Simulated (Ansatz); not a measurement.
SiGe (wurtzite, P6_3mc), PBEsol in the plane-wave PAW code Ansatz, all energies at zero smearing, with the estimated change up to a 700 eV cutoff added, with one set of potentials and settings (totals compare only within such a set). Cell of 4 atoms (2 Si, 2 Ge): -9749.878 eV.

| element | reference phase | E (eV/atom) |
|---|---|---|
| Si | Fd-3m, 2 atoms in the cell | -621.4938 |
| Ge | Fd-3m, 2 atoms in the cell | -4253.5039 |

Formation energy per atom, worked out: (-9749.878 − 2×(-621.4938) − 2×(-4253.5039))/4 = 0.029 eV/atom (3 kJ per mol of atoms), at 0 K, without zero-point energy or fitted corrections.

The workflow started from a Materials Project entry (that database holds measured and hypothetical structures alike); the Crystallography Open Database copy checked does not list it. Whether it is the stable phase at ambient conditions was not checked. The PBEsol relaxation kept the symmetry of its start; whether a distortion lowers the energy is not shown. The references are the lowest solids computed at this level, not always the standard phases.

Potentials: the earlier of the program's two PAW sets. The files were generated under PBE; for other functionals the program regenerates the frozen cores, and for LDA and PBEsol the local potential too.
